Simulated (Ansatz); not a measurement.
GaNi$_{3}$ (Cu3Au type, Pm-3m), PBE (plane waves, PAW; program Ansatz), all energies at zero smearing, with the estimated change up to a 700 eV cutoff added, with one set of potentials and settings (totals compare only within such a set). Cell of 4 atoms (1 Ga, 3 Ni): -21303.354 eV.

```tsv
element	reference phase	E (eV/atom)
Ga	Cmce, 4 atoms in the cell	-3783.0259
Ni	Fm-3m, 1 atoms in the cell, spin-polarised	-5839.7295
```

Formation energy per atom, worked out: (-21303.354 − 1×(-3783.0259) − 3×(-5839.7295))/4 = -0.285 eV/atom (-27 kJ per mol of atoms), at 0 K, without zero-point energy or fitted corrections.

The first step of the workflow began from a Materials Project structure, measured or hypothetical; the Crystallography Open Database copy checked does not list it. With Ga and Ni taken as one species the cell has the higher symmetry Fm-3m, so it may be an ordered model of a mixed-site phase. Its standing as an ambient phase is unchecked. The cell was relaxed with PBE under the symmetry of its start; its stability against distortions is not shown here. Spin order of the final state: ferromagnetic, the only order run, not a proven ground state. The references are the lowest solids computed at this level, not always the standard phases.

Potentials: the earlier of the program's two PAW sets.
